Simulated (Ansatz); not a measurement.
Relaxed AlNi (CsCl type):

```
AlNi
1.0
    2.89304     0.00000     0.00000
    0.00000     2.89304     0.00000
    0.00000     0.00000     2.89304
Al Ni
1 1
Direct
  0.00000   0.00000   0.00000
  0.50000   0.50000   0.50000
```

Method: PBE (plane waves to 420 eV, PAW, scalar-relativistic; Ansatz, an electronic-structure program). k mesh 13×13×13 (Γ-centred), Fermi-Dirac smearing 0.05 eV. With partly filled bands, energies and forces of such displacements shift with the k mesh and the smearing. AlNi is run without spin polarisation. AlNi was relaxed with its symmetry unable to fall.

One atom of the cell was then moved (with its periodic images), all else fixed, and the forces (eV/Å) came out as:

```json
[
 {"atom": "Al1", "Fx": "1.134", "Fy": "0.000", "Fz": "0.000"},
 {"atom": "Ni2", "Fx": "-1.134", "Fy": "0.000", "Fz": "0.000"}
]
```

With two atoms only their relative shift counts; take Al1 as fixed.

Task: Which atom was moved, and by which vector (Å)?

Result: Ni2, by (0.20, 0.00, 0.00), 0.20 Å in all.

(A displaced cell: forces are minus the slopes of the energy, force constants its curvatures, and phonons follow from these.)
